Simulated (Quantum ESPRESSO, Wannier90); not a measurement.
Wannier functions of Sb (R-3m)

Cell from Materials Project (mp-104), symmetrised, no further relaxation. This is the element's usual structure. Computed values, not measurements, from PBEsol: Quantum ESPRESSO (norm-conserving PseudoDojo potentials, cutoff 64 Ry, no spin polarisation, no spin-orbit coupling) on a Γ-centred 8×8×8 mesh, then Wannier90. Density: 8×8×8 mesh, cold smearing 0.01 Ry. The cell is built of weakly bound layers, chains or molecules, whose nearest atoms lie 3.43 Å apart. Database cells relaxed without dispersion often hold them too far apart, which can enlarge gaps and weakens couplings between them; spacing and stacking were not compared with the measured crystal. Spin-orbit coupling is left out although heavy elements are present.

```
begin unit_cell_cart
ang
   -2.1770649586    3.7707871196    0.0000000000
   -4.3541299171    0.0000000000    0.0000000000
   -2.1770649586    1.2569290399    3.8298800000
end unit_cell_cart
mp_grid = 8 8 8
```

Question: Which shells of neighbouring k-points and which b-vectors and weights does Wannier90 pick for this cell and mesh?

Answer: 
```
 *---------------------------------- K-MESH ----------------------------------*
 +----------------------------------------------------------------------------+
 |                    Distance to Nearest-Neighbour Shells                    |
 |                    ------------------------------------                    |
 |          Shell             Distance (Ang^-1)          Multiplicity         |
 |          -----             -----------------          ------------         |
 |             1                   0.205071                      2            |
 |             2                   0.219215                      6            |
 |             3                   0.249145                      6            |
 |             4                   0.343723                      6            |
 |             5                   0.360760                      6            |
 |             6                   0.400250                      6            |
 |             7                   0.410142                      2            |
 |             8                   0.414972                     12            |
       ... (lines left out)
 +----------------------------------------------------------------------------+
 | The b-vectors are chosen automatically                                     |
 | The following shells are used:                       1,  2                 |
 +----------------------------------------------------------------------------+
 |                        Shell   # Nearest-Neighbours                        |
 |                        -----   --------------------                        |
 |                          1               2                                 |
 |                          2               6                                 |
 +----------------------------------------------------------------------------+
 | Completeness relation is fully satisfied [Eq. (B1), PRB 56, 12847 (1997)]  |
 +----------------------------------------------------------------------------+
 |                  b_k Vectors (Ang^-1) and Weights (Ang^2)                  |
 |                  ----------------------------------------                  |
 |            No.         b_k(x)      b_k(y)      b_k(z)        w_b           |
 |            ---        --------------------------------     --------        |
 |             1         0.000000    0.000000    0.205071     9.328228        |
 |             2         0.000000    0.000000   -0.205071     9.328228        |
 |             3        -0.180380   -0.104142   -0.068357     7.683569        |
 |             4         0.000000    0.208285   -0.068357     7.683569        |
 |             5        -0.180380    0.104142    0.068357     7.683569        |
 |             6         0.180380    0.104142    0.068357     7.683569        |
 |             7         0.000000   -0.208285    0.068357     7.683569        |
 |             8         0.180380   -0.104142   -0.068357     7.683569        |
```
